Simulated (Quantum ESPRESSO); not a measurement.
# ZnAl2GeN4: a curve over one atom's position

Computed values, not a measurement. The program is pw.x of Quantum ESPRESSO 7.5 (plane-wave density functional theory). The cell is made up: 8 atoms on a wurtzite lattice, with randomly drawn elements, strain and displacements, not relaxed. PseudoDojo standard norm-conserving files (v0.5 for PBE, v0.4.1 for LDA and PBEsol) set the functional; there is no spin polarisation, spin-orbit coupling or dispersion term, and the masses in the input are unused placeholders.

Seven runs move atom 6 (N, counted in the order of the input) along x and keep all else fixed.

Input of the run at +0.0098:

```
&control calculation='scf', pseudo_dir='./dojo.nc.sr.pbe.v0_5.standard.upf', outdir='./o', disk_io='medium', tprnfor=.true., tstress=.true. /
&system ibrav=0, nat=8, ntyp=4, nbnd=40, ecutwfc=84.00895049, nosym=.true., tot_charge=0,
 occupations='smearing', smearing='fd', degauss=0.0073498644
/
&electrons conv_thr=7.350e-09, electron_maxstep=60, /
ATOMIC_SPECIES
Al 1.0 Al.upf
Ge 1.0 Ge.upf
N 1.0 N.upf
Zn 1.0 Zn.upf
CELL_PARAMETERS angstrom
3.2248 0.0142 -0.0186
0.0246 5.5891 -0.0125
-0.0304 -0.0118 5.1408
ATOMIC_POSITIONS angstrom
Zn 0.032 -0.0243 -0.0025
Al 1.5887 2.8012 0.0066
Al 1.6264 0.9243 2.5566
Ge -0.0236 3.7069 2.6013
N 0.0119 -0.0655 1.9148
N 1.5965 2.7869 1.9123
N 1.5888 0.8884 4.4867
N -0.0102 3.7293 4.4828
K_POINTS automatic
7 6 6 1 1 1
```

```
shift of atom 6 along x (Å)  free energy less that of the input shown (eV)  Fx on atom 6 (eV/Å)  Fy on atom 6 (eV/Å)  Fz on atom 6 (eV/Å)  pressure (GPa)  iterations
                    -0.0952                                         0.0634                1.183               -0.103                0.033           -4.33          13
                    -0.0488                                         0.0206                0.668                0.033                0.127           -4.50          13
                    -0.0242                                         0.0074                0.401                0.073                0.153           -4.55          13
                    +0.0098                                         0.0000                0.036                0.092                0.161           -4.57          13
                    +0.0734                                         0.0195               -0.653                0.017                0.091           -4.45          13
                    +0.1254                                         0.0686               -1.239               -0.156               -0.049           -4.20          13
                    +0.1620                                         0.1218               -1.674               -0.341               -0.195           -3.93          13
```

A cubic fit gives dFx/dx = -10.73 eV/Å² at zero shift. Across the table the free energy follows the integral of the force to within 0.1 meV. A rerun of one of the cells at 1437 eV and a 9 x 8 x 8 mesh moved values by no more than 0.004 eV in energy, 0.04 GPa in stress and 0.015 eV/Å in force.